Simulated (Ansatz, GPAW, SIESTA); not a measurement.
# One calculation of AlSn, 4 ways

```
Sn Al
1.0
     4.19811    0.00000    0.00000
    -2.09905    3.63567    0.00000
     0.00000    0.00000    3.30685
Sn Al
1 1
Direct
  0.33333 0.66667 0.50000
  0.00000 0.00000 0.00000
```

The cell comes from a database or a generator and needn't be the stable form of this composition.

Alike in all runs: task band structure; functional PBEsol; k mesh 7 × 7 × 8; occupations fermi-dirac, width 0.05 eV; no spin polarisation; no spin-orbit coupling. Pressure is positive in compression and, in plane waves, holds the error of the finite cutoff, which Ansatz's Pulay term estimates and takes out.

```tsv
program and potentials	plane-wave cutoff (eV)	notes	pressure (GPa)
Ansatz, all-electron LAPW, scalar-relativistic	-	-	?
Ansatz, PAW datasets made for the crystal	240	-	-1.80
GPAW, PAW data sets generated for this functional	600	-	-1.90
SIESTA, files PseudoDojo sr-pbesol-0.4.1-standard, DZP (energy shift 0.003 Ry; two zetas on semicore shells)	-	atomic basis	-1.54
```

Problem. Estimate from the other rows what the run with Ansatz, all-electron LAPW, scalar-relativistic gave.

Solution. Pressure -1.79 GPa. The other rows, which needn't bracket it: pressure -1.90 to -1.54.
